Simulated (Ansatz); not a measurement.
Level: r2SCAN, no spin polarisation; 500 eV; 8×8×3 Γ-centred mesh; fermi-dirac occupations (width 0.1 eV); Ansatz 0.2.0, fixed geometry.

Computed maps in the lattice plane spanned by a (left to right, 5.11 Å, 15 points from zero) and b (bottom to top, 5.11 Å, 15 points from zero), 60° apart, at height 0.500 along c. The fields are smooth PAW ones with compensation charges, not the true ones near nuclei.

Valence density. Digits on a logarithmic scale: 0 up to 0.03 e/Å³, each further digit a factor of 1.6, 9 from 1.3 e/Å³ up:
```
222234566654322
222234577775432
322334679997643
333334579999754
444444579999975
545554567999976
557887556799976
568999865677776
558999985555655
447999997444444
345899998543333
334589998543322
223457887543222
222344565443222
222334555543322
```

Q: The cell is CaCdSb. Which atoms lie within 0.2 Å of this plane, and where (fractions of a and b)?

A: Cd at (0.33, 0.33), Sb at (0.67, 0.67). The whole cell:
```xyz
9
Lattice="2.5546 4.4246 0.0000 -2.5546 4.4246 0.0000 0.0000 0.0000 11.3824" Properties=species:S:1:pos:R:3 pbc="T T T"
Ca    0.0000    0.0000    3.8040
Ca    0.0000    0.0000    7.5784
Ca    0.0000    0.0000    0.0000
Cd    0.0003    5.8993    2.3675
Cd   -0.0003    5.8993    9.0148
Cd   -0.0003    2.9499    5.6912
Sb   -0.0003    2.9499    1.7449
Sb    0.0003    2.9499    9.6374
Sb    0.0003    5.8993    5.6912
```

Origin: a known structure type with other elements, at an estimated volume, so it need not be a known compound.
